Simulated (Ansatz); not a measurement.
Rh:
```
Rh
1.0
    0.00000     1.89009     1.89009
    1.89009     0.00000     1.89009
    1.89009     1.89009     0.00000
Rh
1
Direct
  0.00000   0.00000   0.00000
```

Relaxed with PBEsol. Special points in fractions of this cell's reciprocal vectors: Γ (0.000, 0.000, 0.000); X (0.500, 0.000, 0.500); U (0.625, 0.250, 0.625); K (0.375, 0.375, 0.750); L (0.500, 0.500, 0.500); W (0.500, 0.250, 0.750).

Task: List the band energies nearest the Fermi level at these points for PBEsol with spin–orbit coupling (plane waves, PAW; program Ansatz).

Result: In eV from the Fermi level; about four levels below and three above (degenerate sets whole), none deeper than 8.9 eV; … stands for higher levels left out; points with the same levels are listed once.

```
k                    below                above
-  -----------------------  -------------------
Γ  -0.95 -0.95 -0.95 -0.95                    …
X  -6.49 -6.49 -6.11 -6.11  0.59 0.59 0.96 0.96
U  -2.12 -2.12 -0.67 -0.67  0.45 0.45 7.95 7.95
L  -3.37 -3.37 -3.09 -3.09  0.56 0.56 0.65 0.65
W  -3.88 -3.88 -1.19 -1.19  1.08 1.08 9.51 9.51
```

Space group Fm-3m (fcc (Cu type)). The PBEsol relaxation kept the symmetry of its start. No spin polarisation was allowed.

Potentials: the earlier of the program's two PAW sets.
